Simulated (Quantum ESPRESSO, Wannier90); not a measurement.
# Wannierisation of KTaO$_{3}$ (cubic perovskite)

```
begin unit_cell_cart
ang
    3.9948800000    0.0000000000    0.0000000000
    0.0000000000    3.9948800000    0.0000000000
    0.0000000000    0.0000000000    3.9948800000
end unit_cell_cart
begin atoms_frac
K    0.5000000000  0.5000000000  0.5000000000
Ta   0.0000000000  0.0000000000  0.0000000000
O    0.0000000000  0.5000000000  0.0000000000
O    0.5000000000  0.0000000000  0.0000000000
O    0.0000000000  0.0000000000  0.5000000000
end atoms_frac
```

Cell from Materials Project (mp-3614), symmetrised, no further relaxation. COD (Crystallography Open Database) records the formula in this space group. Ideal cubic forms of this type are often high-temperature phases that distort on cooling; symmetry holds the cell here, and its stability was not tested. Method: PBEsol plane waves in Quantum ESPRESSO 7.5 (PseudoDojo norm-conserving files, 68 Ry, no spin polarisation, no spin-orbit coupling), Bloch states on a 8×8×8 mesh through Γ, Wannier90 4.0.1. Density: 8×8×8 mesh, cold smearing 0.01 Ry. Spin-orbit coupling is left out although heavy elements are present.

A tight-binding model is made by disentanglement and projection with no localisation steps (num_iter = 0), so the 14 orbitals stay atom-like: hydrogen-like Ta: d; O: p, axes along x, y, z; frozen window up to 3.64 eV relative to the valence-band maximum. It follows pw.x to 0.5 meV rms for states up to 3.1 eV relative to the valence-band maximum. Matrix elements depend on this choice of orbitals and windows.

The 30 largest hoppings ⟨m,0|H|n,R⟩ between different sites (one of each Hermitian pair; signs follow the real orbitals' lobes; the list may end inside a set of equal values):

```csv
m,n,R,distance of the centres (Å),t (eV)
O5 pz,Ta2 dz2,0 0 0,2.00,3.261
O5 pz,Ta2 dz2,0 0 1,2.00,-3.261
O3 py,Ta2 dx2-y2,0 0 0,2.00,-2.824
O4 px,Ta2 dx2-y2,0 0 0,2.00,2.824
O3 py,Ta2 dx2-y2,0 1 0,2.00,2.824
O4 px,Ta2 dx2-y2,1 0 0,2.00,-2.824
O3 py,Ta2 dz2,0 0 0,2.00,-1.630
O4 px,Ta2 dz2,0 0 0,2.00,-1.630
O3 py,Ta2 dz2,0 1 0,2.00,1.630
O4 px,Ta2 dz2,1 0 0,2.00,1.630
O3 pz,Ta2 dyz,0 0 0,2.00,-1.574
O3 px,Ta2 dxy,0 0 0,2.00,-1.574
O4 pz,Ta2 dxz,0 0 0,2.00,-1.574
O4 py,Ta2 dxy,0 0 0,2.00,-1.574
O5 px,Ta2 dxz,0 0 0,2.00,-1.574
O5 py,Ta2 dyz,0 0 0,2.00,-1.574
O5 px,Ta2 dxz,0 0 1,2.00,1.574
O5 py,Ta2 dyz,0 0 1,2.00,1.574
O3 pz,Ta2 dyz,0 1 0,2.00,1.574
O3 px,Ta2 dxy,0 1 0,2.00,1.574
O4 pz,Ta2 dxz,1 0 0,2.00,1.574
O4 py,Ta2 dxy,1 0 0,2.00,1.574
O4 px,O3 py,0 0 0,2.82,-0.497
O5 pz,O3 py,0 0 0,2.82,-0.497
O5 pz,O4 px,0 0 0,2.82,-0.497
O5 pz,O3 py,0 0 1,2.82,0.497
O5 pz,O4 px,0 0 1,2.82,0.497
O3 py,O5 pz,0 1 -1,2.82,-0.497
O3 py,O4 px,0 1 0,2.82,0.497
O3 py,O5 pz,0 1 0,2.82,0.497
```
